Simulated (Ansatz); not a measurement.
**Structure relaxation, V**

The start is a relaxed V cell, doubled along one cell vector, shaken by Gaussian noise of σ = 0.08 Å a coordinate. A full variable-cell relaxation at zero pressure is run with PBEsol (plane waves to 420 eV, PAW, scalar-relativistic; Ansatz, a program for electronic structure). The first steps use a coarse 14×14×2 k-mesh.

The start:
```
V
1.0
    2.59273     0.00000     0.00000
   -1.29636     2.24537     0.00000
    0.00000     0.00000    18.32193
V
8
Direct
  0.02928   0.96774   0.99122
  0.01609   0.03462   0.49720
  0.03315   0.98294   0.25090
  0.89061   0.92486   0.75010
  0.40185   0.72910   0.12481
  0.37010   0.70237   0.61828
  0.63223   0.32874   0.37733
  0.68562   0.33640   0.87170
```

Q: By how much does the energy per atom fall from start to end?

A: 0.27 eV/atom.

Q: How does the volume change?

A: -2.8 %, from 13.33 to 12.95 Å³/atom.

Q: Does it find its way back to the structure it was made from?

A: It does not go back: it reaches Im-3m (No. 229), bcc (W type), 0.25 eV/atom below the parent.

Q: How do the shortest distances between atoms change?

A: The closest pairs of elements (up to four, under 3.6 Å), start → end: V–V 2.59 → 2.56 Å.

Q: Is the relaxed structure metallic? Give its gap.

A: Zero (metallic).

Final values are on a 22×22×22 k-mesh of the relaxed cell. No spin polarisation in the result.

Of the parent cell (P6₃/mmc (No. 194)): it is a generated cell of V: the first start was made by placing the elements on the sites of a structure type, and the end was not matched to a known phase here, so it may be hypothetical. Known forms of V include space group No. 229.
